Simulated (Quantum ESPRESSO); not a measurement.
Different elements on one site among Al Au Mo Sc

All numbers below are calculated, not measured. They come from Quantum ESPRESSO 7.5, a public plane-wave density functional program. Each row is one single-point run on a made-up periodic cell of eight metal atoms, with elements, volume, strain and displacements drawn at random and not relaxed, so a cell may be unstable or far from any real phase. There is no spin polarisation or spin-orbit coupling.

Settings: PBE unless stated; PseudoDojo standard norm-conserving files; Fermi-Dirac width 0.25 eV, which means electrons at about 2900 K; cutoff 1197 eV; 6 x 4 x 4 k mesh shifted half a step off Gamma. E is the free energy of the whole cell (internal energy minus TS), so a -TS column is already part of it. Stress is positive in tension, and the pressure P is minus a third of its trace.

Checks: one run of this series was repeated at a higher cutoff and on a denser mesh, which moved values by no more than 0.007 eV, 0.08 GPa and 0.004 eV/Å, and a second program with other atomic files agreed on it to 2 % rms in force and 0.5 GPa in pressure. Known limits: heavy elements are run without spin-orbit coupling, which real alloys of them have; a spin test at this wide smearing found no moment, but such smearing suppresses magnetism that the real alloy may have.

The lattice is face-centred cubic, and the cell vectors in Å are (0.046, 4.141, -0.012); (-4.174, -0.035, -4.175); (-4.037, -0.058, 4.039), a volume of 139.58 Å³. The elements on sites 1 to 8 are Al Mo Au Al X Sc Mo Al. The runs change X and keep the cell and the displaced positions. The column v is a rough volume for each atom of the pure element, close to PBE values, from general knowledge and not from these runs. Energies are left out, as each element's file has its own zero.

| run | X | v (Å³) | -TS (eV) | force on X (eV/Å) | rms force (eV/Å) | P (GPa) |
|---|---|---|---|---|---|---|
| 1 | Ti | 17.3 | -1.400 | 0.599 | 0.522 | -5.57 |
| 2 | Al | 16.5 | -1.119 | 0.400 | 0.474 | -6.96 |
| 3 | Ga | 19.0 | ? | ? | ? | ? |
| 4 | Rh | 14.1 | -1.330 | 0.518 | 0.577 | -9.62 |
| 5 | In | 27.5 | -1.110 | 0.703 | 0.569 | -1.11 |

## Worked fit

A straight line through the runs shown gives P = -16.7 + 0.580 v GPa with v in Å³, an error of 0.110 on the slope and a scatter of 1.13 GPa. At this fixed volume the pressure tends to rise with the size of X.

## Withheld run

Question: what pressure should run 3, with Ga, give?

The fit gives -5.68 ± 1.26 GPa. The calculation gave -6.84 GPa.
